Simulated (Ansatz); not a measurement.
## Structure types of Mo compared at 1300 GPa

Structure types of Mo are relaxed in primitive cells with their symmetry kept at 1300 GPa, first on PAW files, then by LAPW. The enthalpy is E + pV at zero temperature, without zero-point motion. Only the types listed were tried, and differences under about 5 meV/atom are mesh noise. Not among the end structures: fcc, which may lie lower.

Computed with Ansatz 0.2.0; functional PBEsol, scalar-relativistic. Settings: Fermi–Dirac smearing of 0.1 eV, no spin polarisation. Methods: LAPW: all electrons, basis error target 0.5 meV/atom; PAW: frozen-core files, cutoff 420 eV.

k meshes: bcc 23×23×23, hcp 21×21×11, omega 11×11×15, simple hexagonal 22×22×20, diamond 17×17×17.

The PAW files were made under PBE.

**Question.** Order the types by LAPW enthalpy, lowest first.
A. diamond
B. omega
C. hcp
D. simple hexagonal
E. bcc

**Answer.** C (0 meV/atom), E (360 meV/atom), B (470 meV/atom), D (2398 meV/atom), A (16319 meV/atom).

```tsv
start type	ends as	a, b, c (Å)	V (Å³/atom)	H − H(lowest), LAPW (meV/atom)	same, PAW
bcc	bcc, Im-3m	2.337, 2.337, 2.337	6.39	359.8	380.6
hcp	hcp, P6_3/mmc	2.075, 2.075, 3.391	6.32	0.0	0.0
omega	omega, P6/mmm	3.312, 3.312, 2.012	6.37	470.2	478.2
simple hexagonal	simple hexagonal, P6/mmm	2.001, 2.001, 1.882	6.53	2397.6	2405.1
diamond	diamond, Fd-3m	3.923, 3.923, 3.923	7.54	16319.4	16340.5
```

**Question.** Split the lead of hcp over bcc into energy and pV.

**Answer.** For bcc less hcp: ΔE = -155.2 meV/atom, and p·ΔV = 1300 GPa × +0.0635 Å³ × 6.242 meV/(GPa·Å³) = +515.0 meV/atom, together 359.8 meV/atom. hcp wins by its smaller volume, against the internal energy.
